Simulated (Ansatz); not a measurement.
Relaxed-ion elastic tensor of Si2W (MoSi2 or CaC2 type, I4/mmm) in GPa (Voigt order), r²SCAN (plane waves, PAW; program Ansatz); density 9.90 g/cm³, 13.41 Å³ per atom.

```
 448   120  98.5   0.0   0.0   0.0
 120   448  98.5   0.0   0.0   0.0
98.5  98.5   581   0.0   0.0   0.0
 0.0   0.0   0.0   220   0.0   0.0
 0.0   0.0   0.0   0.0   220   0.0
 0.0   0.0   0.0   0.0   0.0   217
```

**Question.** Is the crystal mechanically stable?

**Answer.** Yes: the smallest eigenvalue of C is 217 GPa.

**Question.** Work out the Voigt, Reuss and Hill averages.

**Answer.** K_V = 235, K_R = 233, K_H = 234; G_V = 209, G_R = 205, G_H = 207 GPa.

**Question.** Give Young's modulus, Poisson's ratio, Pugh's ratio and the universal anisotropy index.

**Answer.** E = 9KG/(3K + G) = 479 GPa; ν = 0.16; K/G = 1.13 (brittle by the Pugh limit of 1.75); A_U = 5G_V/G_R + K_V/K_R − 6 = 0.09.

**Question.** Estimate the sound speeds and the Debye temperature.

**Answer.** v_l = √((K + 4G/3)/ρ) = 7170 m/s, v_t = √(G/ρ) = 4570 m/s, mean 5030 m/s; Θ = (h/k)(3n/4πV)^(1/3) v_m = 630 K.

**Question.** Solve the Christoffel equation for the three sound speeds along x, y, z.

**Answer.** Eigenvalues of C_ijkl n_j n_l equal ρv². In km/s, slowest first: x 4.68, 4.72, 6.72; y 4.68, 4.72, 6.72; z 4.72, 4.72, 7.66.

**Question.** How much does each axis shrink under pressure?

**Answer.** Linear compressibilities β_i = Σ_j S_ij (j = 1 to 3): x 1.6, y 1.6, z 1.2 per TPa.

The cell was relaxed with r²SCAN under the symmetry of its start; of distortions, only those at the zone centre were tested. The run is not spin-polarised. As this level gives no gap, shear constants depend on the k-mesh and smearing (Fermi–Dirac, 0.1 eV here). Scalar-relativistic: spin–orbit coupling is off unless named, which matters more the heavier the elements.

Potentials: the later of the program's two PAW sets.
